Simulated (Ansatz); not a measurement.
(211) slab cut from the bulk of Ta, 15 Å of vacuum:

```
CELL_PARAMETERS angstrom
2.87439 0.00000 0.00000
0.00000 4.69385 0.00000
0.00000 0.00000 24.48499
ATOMIC_POSITIONS crystal
Ta 0.33333 0.50000 0.30631
Ta 0.66667 0.00000 0.36165
Ta 0.00000 0.50000 0.41699
Ta 0.33333 0.00000 0.47233
Ta 0.66667 0.50000 0.52767
Ta 0.00000 0.00000 0.58301
Ta 0.33333 0.50000 0.63835
Ta 0.66667 0.00000 0.69369
```

Computed with DFT PBE, scalar-relativistic, plane waves, PAW in Ansatz. Plane waves to 420 eV, a k mesh through Γ of 12×8×1 on the computed 8-atom cell and Gaussian smearing (0.10 eV); no spin polarisation. A dipole correction removes the field between periodic images along c.

This base run converges in 8 iterations with a largest force of 1.280 eV/Å and a work function of 3.70 eV on the top face.

Settings are then changed, some of them on purpose to poor values; changes count from the base run, and γ keeps the base's bulk energy.

(1) What does each change do? occupations fixed; occupations gaussian 1.5 eV; functional LDA; isolated along c; at most 2 SCF iterations; occupations fermi-dirac 0.025 eV.

Settings at which electrons spill into the vacuum are left out.

Spin-orbit coupling is left out, which matters for the bands of heavy elements.

Answers

(1) 
```csv
change,outcome,SCF iterations,ΔE at zero smearing (meV/atom),Δγ (J/m²),Δφ top (eV),largest force (eV/Å)
occupations fixed,"converged (band overlap at count, metallic iterate)",17,+8.1,+0.038,-0.17,1.143
occupations gaussian 1.5 eV,converged,8,-58.5,-0.278,+0.60,0.850
functional LDA,converged (xc potential rough in thin density),8,,,+0.28,1.959
isolated along c,converged,9,0.0,0.000,0.00,1.280
at most 2 SCF iterations,not converged,2,,,,
occupations fermi-dirac 0.025 eV,converged,8,+0.1,+0.001,0.00,1.296
```
